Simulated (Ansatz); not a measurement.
C in space group P4_2/mmc (No. 131; C on 2e, C on 4i) at seven volumes, PBE (plane waves, PAW; program Ansatz), shape and atoms relaxed at each. One row is withheld.

```tsv
V (Å³/atom)	P (GPa)
6.141	35.75
6.343	22.09
6.545	10.32
6.748	0.00
6.950	-9.01
7.153	-16.59
7.355	?
```

### Question
Fit the shown pressures and predict the withheld one.

### Answer
P = (3/2)B₀(x^(7/2) − x^(5/2))[1 + (3/4)(B′ − 4)(x − 1)] with x = (V₀/V)^(2/3). Least squares on the six rows gives V₀ = 6.748 Å³/atom, B₀ = 318 GPa, B′ = 3.75. At V = 7.355, x = 0.9442 and P = -23.30 GPa. The run itself gave -23.15 GPa.

The start of the workflow was typed in or built on a structure type; neither database checked (COD, Materials Project) lists it. It is not the phase usual at ambient conditions (space group No. 194, 227). The cell was relaxed with PBE under the symmetry of its start; whether a distortion lowers the energy is not shown.

Potentials: the earlier of the program's two PAW sets.
